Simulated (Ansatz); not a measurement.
Data:

Relaxed SiO₂ (rutile):

```
SiO2
1.0
    4.18475     0.00000     0.00000
    0.00000     4.18475     0.00000
    0.00000     0.00000     2.66845
Si O
2 4
Direct
  0.50000   0.50000   0.50000
  0.00000   0.00000   0.00000
  0.80610   0.80610   0.50000
  0.30610   0.69390   0.00000
  0.69390   0.30610   0.00000
  0.19390   0.19390   0.50000
```

In this cell atom 5 (O, nearest neighbour Si at 1.760 Å; its periodic images, 2.7 Å or more away, move with it) is moved by u·(1.000, 0.000, 0.000) + v·(0.000, 1.000, 0.000); the rest is frozen.

Level of theory: r2SCAN (plane waves to 500 eV, PAW, scalar-relativistic; Ansatz, a first-principles code). k mesh 7×7×10 (Γ-centred), Fermi-Dirac smearing 0.05 eV. Energies are smeared free energies. Points where atoms come too close for the PAW data are left out (x in tables, blank in figures). SiO2 was relaxed with its symmetry unable to fall. The PAW data are Ansatz's earlier set. The zero of ΔE is the undisplaced structure. Axes are in Å.

The scan covers u from -0.440 to 0.440 Å in 7 points and v from -0.440 to 0.440 Å in 7 points.

Q: In which direction of the plane is the atom held most weakly?

A: 45° from u towards v.

Q: What are the two principal curvatures of the energy at the centre?

A: 12.7 and 33.5 eV/Å².

(For displaced atoms, the force is minus the slope of the energy, and its curvature is a force constant, which sets phonon frequencies.)
